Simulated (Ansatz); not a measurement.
FeNi$_{3}$ (Cu3Au type, Pm-3m) at seven volumes, DFT-r²SCAN in the program Ansatz with PAW potentials, scaled uniformly. One row is withheld.

| V (Å³/atom) | P (GPa) |
|---|---|
| 9.873 | 24.97 |
| 10.199 | 15.25 |
| 10.524 | ? |
| 10.850 | 0.00 |
| 11.175 | -5.88 |
| 11.501 | -10.82 |
| 11.826 | -14.94 |

Task: Fit the shown pressures and predict the withheld one.

Result: P = (3/2)B₀(x^(7/2) − x^(5/2))[1 + (3/4)(B′ − 4)(x − 1)] with x = (V₀/V)^(2/3). Least squares on the six rows gives V₀ = 10.850 Å³/atom, B₀ = 212 GPa, B′ = 4.67. At V = 10.524, x = 1.0205 and P = 6.95 GPa. The run itself gave 6.97 GPa.

The r²SCAN relaxation kept the symmetry of its start. The final state is ferromagnetic, chosen from 5 collinear starts compared on coarse meshes (ties went to the first, and starts can fall back to one state), not a proven ground state. Textbook magnetic order: ferromagnetic. Other orbital occupations within this spin state were not tried.

Potentials: the later of the program's two PAW sets.
